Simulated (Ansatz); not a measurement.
The slice is one period of a {100} plane through atoms; its size isn't given.

Computed with PBEsol (plane waves to 420 eV, PAW, scalar-relativistic; Ansatz, a quantum-chemistry and plane-wave program). These are valence fields of a PAW run, semicore shells included where kept as valence: close to a nucleus they are smooth pseudo fields.

```
|@@%*+=--:::::--=+*%@|
|%%#+=---:::::---=+#%|
|#*+==--:::::::--==+*|
|++==--:::...:::--==+|
|==---:::.....:::---=|
|----:::.......:::---|
|---:::..     ..:::--|
|-::::..       ..::::|
|::::...       ...:::|
|::::...       ...:::|
|::::...       ...:::|
|-::::..       ..::::|
|---:::..     ..:::--|
|----:::.......:::---|
|==---:::.....:::---=|
|++==--:::...:::--==+|
|#*+==--:::::::--==+*|
|%%#+=---:::::---=+#%|
|@@%*+=--:::::--=+*%@|
|@@%#+=---:::---=+#%@|
```
Scale: ten equal steps from -1.49 (start of ' ') to 1.67 (end of '@'), in the order ' .:-=+*#%@'. Values: log₁₀ of the valence density in e/Å³. The map has 20 points along u (one character each, u = 0 at the left) and 20 along v (v = 0 in the bottom row). The scale is logarithmic, as a density can span decades between atoms and voids.

```
|xxxxxx==##@@@@@@%%**++**%%@@@@@@##==xxxx|
|xxxx--**%%@@@@%%##++++++##%%@@@@%%**--xx|
|====**##%%%%%%##**======**##%%%%%%##**==|
|####%%%%%%%%##**==--::--==**##%%%%%%%%##|
|@@@@@@%%%%##++==::......::==++##%%%%@@@@|
|@@@@@@%%##++==::....  ....::==++##%%@@@@|
|@@@@%%##**==::..          ..::==**##%%@@|
|%%%%##**==::..              ..::==**##%%|
|****++==--....              ....--==++**|
|**++++==::..                  ..::==++++|
|****++==--....              ....--==++**|
|%%%%##**==::..              ..::==**##%%|
|@@@@%%##**==::..          ..::==**##%%@@|
|@@@@@@%%##++==::....  ....::==++##%%@@@@|
|@@@@@@%%%%##++==::......::==++##%%%%@@@@|
|####%%%%%%%%##**==--::--==**##%%%%%%%%##|
|====**##%%%%%%##**======**##%%%%%%##**==|
|xxxx--**%%@@@@%%##++++++##%%@@@@%%**--xx|
|xxxxxx==##@@@@@@%%**++**%%@@@@@@##==xxxx|
|xxxxxx==##@@@@@@%%******%%@@@@@@##==xxxx|
```
Scale: ten equal steps from 0.01 (start of ' ') to 0.67 (end of '@'), in the order ' .:-=+*#%@'. Values: electron localisation function (ELF). The map has 20 points along u (two characters each, u = 0 at the left) and 20 along v (v = 0 in the bottom row). Points within 0.4 Å of a nucleus are blanked (x), as the pseudised field means little there.

Q: Which relaxed crystal do these maps come from?
(A) CdSe (zinc blende)
(B) BAs (zinc blende)
(C) BP (zinc blende)

A: B, BAs (zinc blende). Atoms on the slice: As at (0.00, 0.00)

All were relaxed with their symmetry unable to fall. The PAW data are Ansatz's earlier set.
